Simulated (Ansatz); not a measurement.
Geometry optimisation in Ansatz: input, command and trajectory.

```yaml
crystal:
  lattice:
    - [3.8573606778, 0.0, 0.0]
    - [-1.9286803389, 3.3405723385, 0.0]
    - [0.0, 0.0, 4.1649243199]
  atoms:
    - { symbol: Zn, position: [0.3333333333, 0.6666666667, 0.5] }
    - { symbol: Zn, position: [0.6666666667, 0.3333333333, 0.5] }
    - { symbol: Tl, position: [0.0, 0.0, 0.0] }
basis:
  ecutwfc: 420
kpoints:
  mp_grid: { grid: [6, 6, 4] }
hamiltonian:
  xc: pbe
scf:
  occupations: { method: gaussian, width: 0.1 }
  lower_state_search: "off"
output:
  forces: true
  stress: true
  eigenvalues: true
relax:
  adjacent_minimum: "off"
  f_tol: 0.04
  max_steps: 70
  cell: { stress_tol: 0.4 }
```

```bash
ansatz run input.yaml --threads 1 --pin off --max-ram 2560MiB --backend cpu --events-out ev --progress --plain --runs-dir out
```

The calculation used Ansatz, DFT PBE, scalar-relativistic, plane waves, PAW.

Of 11 frames 10 are shown, positions in Å and forces in eV/Å; the SCF threshold varies from step to step. Steps run on the plane waves of an earlier cell, with a Pulay correction in the pressure. The basis is chosen afresh for the last frame, the zero of the energies, and at times for earlier ones too; energy and pressure step there, also at an unchanged geometry. Here that happened at step 9 (-9 meV/atom, 0.7 GPa); the frames before carry an error of that size.

```xyz
3
Lattice="3.8574 0.0000 0.0000 -1.9287 3.3406 0.0000 0.0000 0.0000 4.1649" Properties=species:S:1:pos:R:3:forces:R:3 pbc="T T T" step=1 free_energy_over_end_meV_per_atom=342.58 pressure_GPa=19.43
Zn    0.0000    2.2270    2.0825    0.0000    0.0000    0.0000
Zn    1.9287    1.1135    2.0825    0.0000    0.0000    0.0000
Tl    0.0000    0.0000    0.0000    0.0000    0.0000    0.0000
3
Lattice="4.0443 0.0000 0.0000 -2.0221 3.5025 0.0000 0.0000 0.0000 4.2647" Properties=species:S:1:pos:R:3:forces:R:3 pbc="T T T" step=2 free_energy_over_end_meV_per_atom=125.43 pressure_GPa=8.75
Zn    0.0000    2.3350    2.1324    0.0000    0.0000    0.0000
Zn    2.0221    1.1675    2.1324    0.0000    0.0000    0.0000
Tl    0.0000    0.0000    0.0000    0.0000    0.0000    0.0000
3
Lattice="4.2184 0.0000 0.0000 -2.1092 3.6533 0.0000 0.0000 0.0000 4.3691" Properties=species:S:1:pos:R:3:forces:R:3 pbc="T T T" step=3 free_energy_over_end_meV_per_atom=45.59 pressure_GPa=1.90
Zn    0.0000    2.4355    2.1845    0.0000    0.0000    0.0000
Zn    2.1092    1.2178    2.1845    0.0000    0.0000    0.0000
Tl    0.0000    0.0000    0.0000    0.0000    0.0000    0.0000
3
Lattice="4.2854 0.0000 0.0000 -2.1427 3.7113 0.0000 0.0000 0.0000 4.3391" Properties=species:S:1:pos:R:3:forces:R:3 pbc="T T T" step=4 free_energy_over_end_meV_per_atom=36.91 pressure_GPa=0.49
Zn    0.0000    2.4742    2.1695    0.0000    0.0000    0.0000
Zn    2.1427    1.2371    2.1695    0.0000    0.0000    0.0000
Tl    0.0000    0.0000    0.0000    0.0000    0.0000    0.0000
3
Lattice="4.4234 0.0000 0.0000 -2.2117 3.8308 0.0000 0.0000 0.0000 4.1348" Properties=species:S:1:pos:R:3:forces:R:3 pbc="T T T" step=5 free_energy_over_end_meV_per_atom=17.40 pressure_GPa=-1.52
Zn    0.0000    2.5539    2.0674    0.0000    0.0000    0.0000
Zn    2.2117    1.2769    2.0674    0.0000    0.0000    0.0000
Tl    0.0000    0.0000    0.0000    0.0000    0.0000    0.0000
3
Lattice="4.3811 0.0000 0.0000 -2.1906 3.7942 0.0000 0.0000 0.0000 3.9519" Properties=species:S:1:pos:R:3:forces:R:3 pbc="T T T" step=7 free_energy_over_end_meV_per_atom=10.08 pressure_GPa=0.60
Zn    0.0000    2.5295    1.9760    0.0000    0.0000    0.0000
Zn    2.1906    1.2647    1.9760    0.0000    0.0000    0.0000
Tl    0.0000    0.0000    0.0000    0.0000    0.0000    0.0000
3
Lattice="4.4062 0.0000 0.0000 -2.2031 3.8159 0.0000 0.0000 0.0000 3.9426" Properties=species:S:1:pos:R:3:forces:R:3 pbc="T T T" step=8 free_energy_over_end_meV_per_atom=9.61 pressure_GPa=0.01
Zn    0.0000    2.5439    1.9713    0.0000    0.0000    0.0000
Zn    2.2031    1.2720    1.9713    0.0000    0.0000    0.0000
Tl    0.0000    0.0000    0.0000    0.0000    0.0000    0.0000
3
Lattice="4.4062 0.0000 0.0000 -2.2031 3.8159 0.0000 0.0000 0.0000 3.9426" Properties=species:S:1:pos:R:3:forces:R:3 pbc="T T T" step=9 free_energy_over_end_meV_per_atom=0.86 pressure_GPa=0.66
Zn    0.0000    2.5439    1.9713    0.0000    0.0000    0.0000
Zn    2.2031    1.2720    1.9713    0.0000    0.0000    0.0000
Tl    0.0000    0.0000    0.0000    0.0000    0.0000    0.0000
3
Lattice="4.4315 0.0000 0.0000 -2.2157 3.8378 0.0000 0.0000 0.0000 3.9436" Properties=species:S:1:pos:R:3:forces:R:3 pbc="T T T" step=10 free_energy_over_end_meV_per_atom=0.10 pressure_GPa=0.14
Zn    0.0000    2.5585    1.9718    0.0000    0.0000    0.0000
Zn    2.2157    1.2793    1.9718    0.0000    0.0000    0.0000
Tl    0.0000    0.0000    0.0000    0.0000    0.0000    0.0000
3
Lattice="4.4315 0.0000 0.0000 -2.2157 3.8378 0.0000 0.0000 0.0000 3.9436" Properties=species:S:1:pos:R:3:forces:R:3 pbc="T T T" step=11 free_energy_over_end_meV_per_atom=0.00 pressure_GPa=0.14
Zn    0.0000    2.5585    1.9718    0.0000    0.0000    0.0000
Zn    2.2157    1.2793    1.9718    0.0000    0.0000    0.0000
Tl    0.0000    0.0000    0.0000    0.0000    0.0000    0.0000
```

The start puts this composition into another compound's structure type, which needn't suit it. At the end the space group is P6/mmm (tolerance 0.05 Å).

The run took 11 s on 1 thread of Intel(R) Xeon(R) 6975P-C (Granite Rapids), with other jobs on the host, peak memory 0.38 GiB.

The k mesh is coarse. Spin–orbit coupling is left out, which can shift energies with elements as heavy as these.